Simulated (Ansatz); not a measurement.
ZnCu₂SnS₄ (kesterite type, space group I-4)

```cif
data_Cu2S4SnZn
_chemical_formula_sum 'Cu2 Zn1 Sn1 S4'
_space_group_name_H-M_alt 'P 1'
_space_group_IT_number 1
_cell_length_a 6.62819
_cell_length_b 6.62819
_cell_length_c 6.62819
_cell_angle_alpha 131.790
_cell_angle_beta 131.790
_cell_angle_gamma 70.561
loop_
_space_group_symop_operation_xyz
  'x, y, z'
loop_
_atom_site_label
_atom_site_type_symbol
_atom_site_fract_x
_atom_site_fract_y
_atom_site_fract_z
_atom_site_occupancy
Cu1 Cu 0.00000 0.00000 0.00000 1
Cu2 Cu 0.75000 0.25000 0.50000 1
Zn1 Zn 0.25000 0.75000 0.50000 1
Sn1 Sn 0.50000 0.50000 0.00000 1
S1 S 0.63521 0.62870 0.52216 1
S2 S 0.10654 0.11306 0.47784 1
S3 S 0.37130 0.89346 0.00652 1
S4 S 0.88694 0.36479 0.99348 1
```

The volume is varied about the relaxed value V₀ at fixed cell shape. The atoms relax within the cell's symmetry.

Level of theory: r2SCAN (plane waves to 500 eV, PAW, scalar-relativistic; Ansatz, a program for electronic structure). k mesh 9×9×9 (Γ-centred), Fermi-Dirac smearing 0.05 eV. The energy includes the smearing's −TS. Compression counts positive. With the shape held, the modulus is that of even scaling; a crystal free to change shape is softer. ZnCu2SnS4 is run without spin polarisation. ZnCu2SnS4 was relaxed with its symmetry unable to fall. ΔE is measured from the relaxed starting cell.

The scan covers V/V₀ from 0.940 to 1.060 in 13 points.

**Question.** What pressure does the cell carry at V/V₀ = 0.940?

**Answer.** 5.53 GPa.

**Question.** What is ΔE at V/V₀ = 1.060?

**Answer.** 15.4 meV/atom.

**Question.** What is ΔE at V/V₀ = 0.940?

**Answer.** 19.3 meV/atom.

(A scan under strain: stresses follow from slopes of the energy per volume, elastic moduli from its curvatures.)
